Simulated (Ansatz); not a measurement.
# Structures of AlCu3: which is lowest?

Plane-wave DFT in Ansatz with scalar-relativistic PAW potentials, cutoff 420 eV, Γ-centred meshes chosen by cell and gap, Gaussian smearing with energies taken to zero width. Every cell was relaxed (cell and atoms) in a run of its own, within the symmetry of its start. Functional: LDA.

Relaxed structures (starts from databases or built by putting these elements on another compound's sites):
A. Pmmn, 8 atoms in the computed cell, a = 4.127 Å, b = 5.057 Å, c = 4.420 Å; sites (symmetry × multiplicity) Al mm2 × 2, Cu m.. × 4 + mm2 × 2; start: database
B. Pm-3m, 4 atoms in the computed cell, a = 3.589 Å; sites (symmetry × multiplicity) Al m-3m × 1, Cu 4/mm.m × 3; start: database
C. P6_3/mmc, 8 atoms in the computed cell, a = 5.081 Å, c = 4.130 Å; sites (symmetry × multiplicity) Al -6m2 × 2, Cu mm2 × 6; start: database
D. Fm-3m, 4 atoms in the computed cell, a = 5.699 Å; sites (symmetry × multiplicity) Al m-3m × 4, Cu -43m × 8 + m-3m × 4; start: database

Rank them by energy. Could pressure change the order?

```csv
structure,group,E − E(lowest) (meV/atom),V (Å³/atom),gap on mesh (eV)
A,Pmmn,0.0,11.53,0.00
C,P6_3/mmc,4.6,11.54,0.00
B,Pm-3m,13.1,11.56,0.00
D,Fm-3m,27.3,11.57,0.00
```

A and C are level within the 5 meV/atom that separate runs leave open. The two lowest differ in volume by under 3 %, too little for a first-order estimate of what pressure does to that pair (other pairs aren't weighed here). Other structures may lie lower than all of these, and vibrations aren't counted.